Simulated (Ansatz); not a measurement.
Input and command of a plane-wave DFT calculation in Ansatz:

```yaml
crystal:
  lattice:
    - [3.1089068794, 0.0, 0.0]
    - [-1.5544534397, 2.6923923355, 0.0]
    - [0.0, 0.0, 3.3272257595]
  atoms:
    - { symbol: Nb, position: [0.0, 0.0, 0.0] }
    - { symbol: B, position: [0.3333333333, 0.6666666667, 0.5] }
    - { symbol: B, position: [0.6666666667, 0.3333333333, 0.5] }
basis:
  ecutwfc: 420
kpoints:
  mp_grid: { grid: [18, 18, 14] }
hamiltonian:
  xc: pbesol
scf:
  occupations: { method: gaussian, width: 0.1 }
output:
  forces: true
  stress: true
  eigenvalues: true
relax:
  adjacent_minimum: "off"
  f_tol: 0.005
  max_steps: 50
  cell: { stress_tol: 0.05 }
```

```bash
ansatz run input.yaml --threads 1 --pin off --max-ram 2560MiB --backend cpu --events-out ev --progress --plain --runs-dir out
```

Processor: Intel(R) Xeon(R) Processor @ 2.50GHz (Skylake/Cascade Lake), 1 thread, on a host shared with other jobs.

Task: How long does it run, and how much memory does it take?

Result: About 99 s on 1 thread of Intel(R) Xeon(R) Processor @ 2.50GHz (Skylake/Cascade Lake) (shared host), peak memory 0.44 GiB. It solves 14 bands at 296 k points (the mesh reduced by the symmetry that the task leaves, which can be less than the crystal's) with about 551 plane waves (on the last cell), in 32 SCF iterations over 5 ionic steps.
